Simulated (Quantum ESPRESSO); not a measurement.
## Ti2TaO5F3 (convergence and cost over cutoff and k mesh)

A calculation, not a measurement. The program is pw.x of Quantum ESPRESSO 7.5 (plane-wave density functional theory). The cell is made up: 11 atoms on a fluorite lattice with one site empty, with randomly drawn elements, strain and displacements, not relaxed. PseudoDojo standard norm-conserving files (v0.5 for PBE, v0.4.1 for LDA and PBEsol) set the functional; there is no spin polarisation, spin-orbit coupling or dispersion term, and the masses in the input are unused placeholders.

Input of the run in row 4:

```
&control calculation='scf', pseudo_dir='./dojo.nc.sr.pbe.v0_5.standard.upf', outdir='./o', disk_io='low', tprnfor=.true., tstress=.true. /
&system ibrav=0, nat=11, ntyp=4, nbnd=50, ecutwfc=84.00895049, nosym=.true., tot_charge=0,
 occupations='smearing', smearing='fd', degauss=0.0018374661
/
&electrons conv_thr=7.350e-09, electron_maxstep=60, /
ATOMIC_SPECIES
F 1.0 F.upf
O 1.0 O.upf
Ta 1.0 Ta.upf
Ti 1.0 Ti.upf
CELL_PARAMETERS angstrom
4.9362 0.0317 0.0097
0.0317 5.0185 -0.0833
0.0097 -0.0833 5.0702
ATOMIC_POSITIONS angstrom
Ti 0.0538 2.4868 2.4696
Ti 2.4944 -0.05 2.5496
Ta 2.452 2.4416 -0.0382
O 1.203 1.2783 1.2555
F 1.2415 1.1993 3.8184
O 1.2748 3.7508 1.1999
F 1.235 3.717 3.6918
O 3.7913 1.2469 1.2809
O 3.7021 1.2192 3.7848
F 3.7371 3.7406 1.2042
O 3.7443 3.7957 3.7376
K_POINTS automatic
5 4 4 1 1 1
```

The same cell was run at these settings. Meshes are shifted by half a step, and differences are from the last row, which is itself not exact.

```
cutoff (eV)     k mesh  k points solved  threshold (eV)  free energy less the last row's (eV)  pressure (GPa)  largest stress difference (GPa)  largest force difference (eV/Å)  iterations  wall time (s)  k-point pools          processor
        800  2 x 2 x 2                4           1e-04                                 1.421          -33.91                            16.34                            0.140          23             42              4  Intel Xeon, older
       1143  2 x 2 x 2                4           1e-07                                -0.243          -18.20                             0.65                            0.144          25             52              4  Intel Xeon, older
        613  5 x 4 x 4               40           1e-07                                15.231          -98.76                            81.44                            0.278          24            125              4  Intel Xeon, older
       1143  5 x 4 x 4               40           1e-07                                 0.000          -17.68                             0.06                            0.010          23            379              4  Intel Xeon, older
       1437  7 x 6 x 6              126           1e-07                                 0.000          -17.65                             0.00                            0.000          24           1440              4  Intel Xeon, older
```

Each pool is one process. Wall times include start-up and a band step at six k points, which weighs most on the coarsest meshes. The runs were on shared virtual cores whose load varied, so times are rough.